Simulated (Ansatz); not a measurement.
Relaxed-ion elastic tensor of B in space group Cmce (No. 64; B on 8f) in GPa (Voigt order), the program Ansatz at the LDA level (PAW); density 2.92 g/cm³, 6.16 Å³ per atom.

```tsv
	1	2	3	4	5	6
1	691	75.9	101	0.0	0.0	0.0
2	75.9	777	1.0	0.0	0.0	0.0
3	101	1.0	707	0.0	0.0	0.0
4	0.0	0.0	0.0	268	0.0	0.0
5	0.0	0.0	0.0	0.0	383	0.0
6	0.0	0.0	0.0	0.0	0.0	264
```

Task: Is the crystal mechanically stable?

Result: Yes: the smallest eigenvalue of C is 264 GPa.

Task: Work out the Voigt, Reuss and Hill averages.

Result: K_V = 281, K_R = 281, K_H = 281; G_V = 316, G_R = 308, G_H = 312 GPa.

Task: Give Young's modulus, Poisson's ratio, Pugh's ratio and the universal anisotropy index.

Result: E = 9KG/(3K + G) = 683 GPa; ν = 0.09; K/G = 0.90 (brittle by the Pugh limit of 1.75); A_U = 5G_V/G_R + K_V/K_R − 6 = 0.13.

Task: Estimate the sound speeds and the Debye temperature.

Result: v_l = √((K + 4G/3)/ρ) = 15500 m/s, v_t = √(G/ρ) = 10300 m/s, mean 11300 m/s; Θ = (h/k)(3n/4πV)^(1/3) v_m = 1840 K.

Task: Solve the Christoffel equation for the three sound speeds along x, y, z.

Result: Eigenvalues of C_ijkl n_j n_l equal ρv². In km/s, slowest first: x 9.52, 11.45, 15.39; y 9.52, 9.58, 16.33; z 9.58, 11.45, 15.57.

Task: How much does each axis shrink under pressure?

Result: Linear compressibilities β_i = Σ_j S_ij (j = 1 to 3): x 1.1, y 1.2, z 1.3 per TPa.

A made-up cell: these elements were put on the sites of a structure type; neither database checked (COD, Materials Project) lists it. It is not the phase usual at ambient conditions (space group No. 166). Symmetry was held in the LDA relaxation; of distortions, only those at the zone centre were tested. A crystal of weakly bound layers computed without a dispersion correction: the cell and the soft elastic constants depend strongly on that. As this level gives no gap, shear constants depend on the k-mesh and smearing (Fermi–Dirac, 0.1 eV here).

Potentials: the earlier of the program's two PAW sets.
